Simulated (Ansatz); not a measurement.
**Computed map of one atom of the cell: Pt (fcc, Cu type)**

Starting cell, Pt (fcc, Cu type):

```xyz
4
Lattice="3.9703 0.0000 0.0000 0.0000 3.9703 0.0000 0.0000 0.0000 3.9703" Properties=species:S:1:pos:R:3 pbc="T T T"
Pt     0.0000     0.0000     0.0000
Pt     1.9851     1.9851     0.0000
Pt     1.9851     0.0000     1.9851
Pt     0.0000     1.9851     1.9851
```

Two-dimensional scan of atom 1 (Pt, nearest neighbour Pt at 2.807 Å; its periodic images, 4.0 Å or more away, move with it): u runs along (0.707, 0.707, 0.000), v along (0.000, 0.000, 1.000) (Cartesian). Cell and other atoms are fixed.

These are PBE (plane waves to 420 eV, PAW, scalar-relativistic; Ansatz, a quantum-chemistry and plane-wave program) values and carry that method's errors. k mesh 10×10×10 (Γ-centred), Fermi-Dirac smearing 0.05 eV. Energies are smeared free energies. Points where atoms come too close for the PAW data are left out (x in tables, blank in figures). With partly filled bands, energies and forces of such displacements shift with the k mesh and the smearing. Fu and Fv are the components of the force on the atom. Pt is run without spin polarisation. Pt was relaxed with its symmetry unable to fall. Spin-orbit coupling is left out, though Pt is heavy. ΔE is measured from the undisplaced structure. Axes are in Å.

ΔE (eV/cell), with u across and v down:

| v \ u | -0.700 | -0.467 | -0.233 | 0.000 | 0.233 | 0.467 | 0.700 |
|---|---|---|---|---|---|---|---|
| -0.700 | x | 5.975 | 3.742 | 3.026 | 3.742 | 5.975 | x |
| -0.467 | 6.184 | 3.195 | 1.715 | 1.283 | 1.715 | 3.195 | 6.184 |
| -0.233 | 4.377 | 1.783 | 0.638 | 0.309 | 0.638 | 1.783 | 4.377 |
| 0.000 | 3.858 | 1.363 | 0.311 | 0.000 | 0.311 | 1.363 | 3.858 |
| 0.233 | 4.377 | 1.783 | 0.638 | 0.309 | 0.638 | 1.783 | 4.377 |
| 0.467 | 6.184 | 3.195 | 1.715 | 1.283 | 1.715 | 3.195 | 6.184 |
| 0.700 | x | 5.975 | 3.742 | 3.026 | 3.742 | 5.975 | x |

Fv (eV/Å), with u across and v down:

```csv
v \ u,-0.700,-0.467,-0.233,0.000,0.233,0.467,0.700
-0.700,x,15.41,10.95,9.29,10.95,15.41,x
-0.467,11.40,8.66,6.53,5.76,6.53,8.66,11.40
-0.233,4.62,3.72,2.86,2.68,2.86,3.72,4.62
0.000,0.00,0.00,0.00,0.00,0.00,0.00,0.00
0.233,-4.62,-3.72,-2.86,-2.68,-2.86,-3.72,-4.62
0.467,-11.40,-8.66,-6.53,-5.76,-6.53,-8.66,-11.40
0.700,x,-15.41,-10.95,-9.29,-10.95,-15.41,x
```

Read from the data:

Principal force constants in the plane (five-point differences of the forces): 10.7 and 11.2 eV/Å². Centre of the map: a minimum. Lowest place on the grid: u = 0.000 Å, v = 0.000 Å (0 meV/cell).

The 49 points together took roughly 30 core-minutes.

(A displaced cell: forces are minus the slopes of the energy, force constants its curvatures, and phonons follow from these.)
